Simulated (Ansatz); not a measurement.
La3In, DFT, PBEsol, all-electron LAPW, scalar-relativistic (Ansatz 0.2.0), run on 1 thread of Arm Neoverse V1 on a shared host.

The cell comes from COD entry 1538828, which wasn't checked; take it as a given geometry. The listed cell was then made from it by scaling, straining or moving an atom.

Command: `ansatz run input.yaml --threads 1 --pin off --max-ram 4096MiB --backend cpu --events-out ev --progress --plain --runs-dir out`

```yaml
crystal:
  lattice:
    - [5.0512687703, 0.0, 0.0]
    - [0.0, 5.0512687703, 0.0]
    - [0.0, 0.0, 5.0512687703]
  atoms:
    - { symbol: La, position: [0.0, 0.5, 0.5] }
    - { symbol: La, position: [0.5, 0.0, 0.5] }
    - { symbol: La, position: [0.5, 0.5, 0.0] }
    - { symbol: In, position: [0.0, 0.0, 0.0] }
kpoints:
  mp_grid: { grid: [7, 7, 7] }
  band_path:
    path:
      - [0.0, 0.0, 0.0]
      - [0.0, 0.5, 0.0]
      - [0.5, 0.5, 0.0]
      - [0.0, 0.0, 0.0]
      - [0.5, 0.5, 0.5]
      - [0.0, 0.5, 0.0]
      - [0.5, 0.5, 0.5]
      - [0.5, 0.5, 0.0]
    npoints: 5
scf:
  occupations: { method: fermi_dirac, width: 0.05 }
hamiltonian:
  xc: pbesol
  pseudopotentials: { kind: all_electron, lapw: { basis_error: 0.001 } }
output:
  forces: true
  stress: true
  eigenvalues: true
```

**Question.** How large is the problem that the program sets up?

**Answer.** 20 irreducible k-points, 461 plane waves at Γ, 62 bands.

**Question.** Estimate the wall time and the peak memory.

**Answer.** 44 s of wall time for 10 SCF iterations, with a peak of 0.39 GiB. Times on shared machines scatter by tens of per cent.
